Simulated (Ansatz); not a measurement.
Ni: constraining the magnetisation

Ni is taken as a measured crystal structure (space group Fm-3m), 1 atom in the cell. Source: COD entry 9013002, which need not be the ambient phase.

```yaml
crystal:
  lattice:
    - [0.00000, 1.77240, 1.77240]
    - [1.77240, 0.00000, 1.77240]
    - [1.77240, 1.77240, 0.00000]
  atoms:
    - { symbol: Ni, position: [0.00000, 0.00000, 0.00000] }
```

Site labels below count the atoms in this order, from 1.

Computed with DFT, PBE, PAW, plane waves, scalar-relativistic in Ansatz development build ahead of 0.2.0.

```
Plane-wave cutoff : 420 eV
k-point mesh      : 15×15×15 (Γ-centred)
Occupations       : Fermi–Dirac smearing, 0.05 eV
Valence electrons : 18
```

Site moments are integrals over atomic spheres and don't add up to the total.

A small moment in a metal is sensitive to the mesh and the smearing.

The total moment of the cell is held fixed (separate Fermi levels for the two spins), shared at the start among the Ni atoms with one sign; no search for lower states follows. F is the free energy per cell, and F(lowest) that of the lowest run, the runs with a free moment included. Each row is one local solution, which need not be the lowest state at that M. The run at M = 0 starts without moments and gives the spin-unpolarised solution. The cell holds one magnetic atom, so only parallel order fits; orders in a larger cell may lie lower. The program warns that the SCF threshold is loose for stress, so pressures can be off by 0.1 GPa or more.

The run at M = 0.97 μB took 1.5 s on 2 threads of Intel(R) Xeon(R) Platinum 8375C CPU @ 2.90GHz, with other jobs on the host, peak memory 0.34 GiB.

| fixed M (μB/cell) | F − F(lowest) (meV/cell) | moments of Ni1 (μB) | pressure (GPa) |
| --- | --- | --- | --- |
| 0.00 | 54 | 0.00 | -5.3 |
| 0.24 | 43 | 0.26 | -5.2 |
| 0.49 | 14 | 0.53 | -4.7 |
| 0.73 | 5 | 0.77 | -3.7 |
| 0.97 | 70 | 0.99 | -1.5 |
| 1.22 | 240 | 1.20 | 1.8 |
| 1.46 | 521 | 1.39 | 6.1 |
| 1.70 | 921 | 1.58 | 11.4 |
| 1.94 | 1492 | 1.76 | 18.6 |

The lowest fixed-moment run is the one at M = 0.73 μB (5 meV). With the constraint released: “usual moment, free total moment [Ni1 2.00 μB]” ends at 0.66 μB, 0 meV; “usual moment scaled by 0.1, free total moment [Ni1 0.20 μB]” ends at 0.66 μB, 0 meV.
